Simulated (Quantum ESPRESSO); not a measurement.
Simulation results for NbAg5Ir2 (simulated cell)

All values are calculated (Quantum ESPRESSO 7.5). Calculation on a made-up metal alloy cell, not a measurement: no spin or spin-orbit, unrelaxed, 2900 K smearing, stress positive in tension, cell energy less fitted offsets; periodic Kohn-Sham density functional theory in plane waves with PseudoDojo standard norm-conserving scalar-relativistic pseudopotentials, each functional with its own files (v0.5 for PBE, v0.4.1 for LDA and PBEsol), eight atoms on drawn sites of a strained close-packed or body-centred lattice, each displaced and held fixed; the energy is the cell's free energy, ions and the entropy term -TS included, at the stated Fermi-Dirac width, less a fixed offset for each atom's element (shifted free energy); compositions with an open d shell lost a parallel starting moment in a cheaper test run, and other magnetic orders were not tried; an error bar is the largest change of its kind in a tighter rerun, never given below 0.002 eV, 0.02 GPa or 0.003 eV/angstrom, and covers cutoff and k-mesh only, not smearing or the files.

Common to all runs: lattice type hexagonal close-packed; functional pbe; cutoff 1116 eV; fermi dirac smearing 0.25 eV; electrons removed 0; run command pw.x -nk 1 -in in; run processor AMD EPYC, Zen 5, virtual cores; k mesh 5 x 5 x 5 shifted half a step off Gamma on each axis.

Notes on all entries: heavy elements are run without spin-orbit coupling, which real alloys of them have; a spin test at this wide smearing found no moment, but such smearing suppresses magnetism that the real alloy may have; lattice, volume and sites are drawn at random and may be unstable or far from any real phase; energies are for the whole cell, less offsets fitted to these runs, so they are not formation energies; error bars: energy 0.0072 eV, stress 0.14 GPa, force 0.0058 eV/Å, from a tighter rerun of a related cell, whose elements or sites may differ.

(1) NbAg5Ir2 (simulated cell)

```xyz
8
Lattice="0.0000 4.9060 0.0000 2.8325 0.0000 4.5682 2.8325 0.0000 -4.5682" Properties=species:S:1:pos:R:3 NbAg5Ir2
Nb    -0.0125     0.0401    -0.0706
Ag     2.7120     0.1245     0.0139
Ir     2.7938     1.6236    -2.2382
Ag     2.8637     1.5552     2.3781
Ag     1.4180     2.3718    -0.1897
Ir     4.2648     2.2899     0.1485
Ag     1.4321     4.2536    -2.2918
Ag     1.4297     3.9692     2.4101
```

Atoms:
```csv
atoms element,atom site,atom energy offset (eV)
Nb,1,-1694.67
Ag,2,-4218.03
Ir,3,-3133.86
Ag,4,-4218.03
Ag,5,-4218.03
Ir,6,-3133.86
Ag,7,-4218.03
Ag,8,-4218.03
```

Notes: 14 SCF iterations, 1010 s of wall time on a shared machine.

(2) NbAg5Ir2 (simulated cell)

```xyz
8
Lattice="0.0000 4.9060 0.0000 2.8325 0.0000 4.5682 2.8325 0.0000 -4.5682" Properties=species:S:1:pos:R:3 NbAg5Ir2
Ag    -0.0125     0.0401    -0.0706
Ag     2.7120     0.1245     0.0139
Ag     2.7938     1.6236    -2.2382
Ir     2.8637     1.5552     2.3781
Ag     1.4180     2.3718    -0.1897
Nb     4.2648     2.2899     0.1485
Ag     1.4321     4.2536    -2.2918
Ir     1.4297     3.9692     2.4101
```

Atoms:
```csv
atoms element,atom site,atom energy offset (eV)
Ag,1,-4218.03
Ag,2,-4218.03
Ag,3,-4218.03
Ir,4,-3133.86
Ag,5,-4218.03
Nb,6,-1694.67
Ag,7,-4218.03
Ir,8,-3133.86
```

Notes: 14 SCF iterations, 978 s of wall time on a shared machine.

Q: Give the missing pressure for NbAg5Ir2 (simulated cell) (entry 1).
A: 14.77 GPa

Q: Give the missing stress yy for NbAg5Ir2 (simulated cell) (entry 2).
A: -14.34 GPa

Q: Give the missing stress xz for NbAg5Ir2 (simulated cell) (entry 2).
A: -4.88 GPa

Q: What pressure does the calculation give for NbAg5Ir2 (simulated cell) (entry 2)?
A: 14.22 GPa

Further results for NbAg5Ir2 (simulated cell) (entry 1):

* entropy term negative ts: -1.173 eV
* stress xx: -15.49 GPa
* stress yy: -12.06 GPa
* stress zz: -16.75 GPa
* stress yz: 1.52 GPa
* stress xz: 1.45 GPa
* stress xy: -1.19 GPa
* shifted free energy: 2.183 eV

Forces:
```csv
site,x (eV/Å),y (eV/Å),z (eV/Å)
1,-1.4,-0.319,2.906
2,0.527,-1.984,0.481
3,1.715,0.114,-1.966
4,-1.673,1.2,-1.573
5,-0.038,2.081,2.466
6,1.113,1.291,-0.93
7,0.255,-2.175,-0.665
8,-0.498,-0.207,-0.719
```

Further results for NbAg5Ir2 (simulated cell) (entry 2):

- entropy term negative ts: -1.185 eV
- stress xx: -14.63 GPa
- stress zz: -13.68 GPa
- stress yz: -2.17 GPa
- stress xy: 1.15 GPa
- shifted free energy: 2.287 eV

Forces:
```csv
site,x (eV/Å),y (eV/Å),z (eV/Å)
1,-0.064,-1.824,1.65
2,0.685,-2.199,0.647
3,1.901,0.062,-0.771
4,-2.553,1.48,-2.182
5,-0.036,1.937,2.59
6,-0.526,2.585,-1.371
7,0.199,-1.802,-0.617
8,0.393,-0.239,0.053
```
